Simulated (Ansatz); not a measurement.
BeSe (zinc blende, F-43m), PBEsol in the plane-wave PAW code Ansatz. The conduction-band minimum lies at X, with 3 equivalent valleys. Second derivatives d²E/dk² of the lowest band at one valley (eV·Å²), along Cartesian directions:

| direction | d²E/dk² |
|---|---|
| [100] | 9.077 |
| [010] | 29.20 |
| [001] | 29.20 |
| [110] | 19.14 |
| [101] | 19.14 |
| [011] | 29.17 |

### Question
Find the principal effective masses, the density-of-states mass and the conductivity mass.

### Answer
Off-diagonal terms follow from H_xy = H[110] − (H_xx + H_yy)/2, and m*/mₑ = 7.620 eV·Å² over each eigenvalue: 0.26, 0.26, 0.84. One valley's DOS mass (m₁m₂m₃)^(1/3) = 0.39, conductivity mass 3/(Σ 1/mᵢ) = 0.34 mₑ.

### Question
What effective density of states Nc follows at 300 K for parabolic valleys?

### Answer
Nc = 2.509e19 × 3 × (0.39)^(3/2) ≈ 1.8e19 cm⁻³.

Symmetry was held in the PBEsol relaxation. Spin–orbit coupling is left out wherever it is not named.

Potentials: the earlier of the program's two PAW sets. The files were generated under PBE; for other functionals the program regenerates the frozen cores, and for LDA and PBEsol the local potential too.

Edges and masses are those of Kohn–Sham bands, whose gap is no quasiparticle gap.
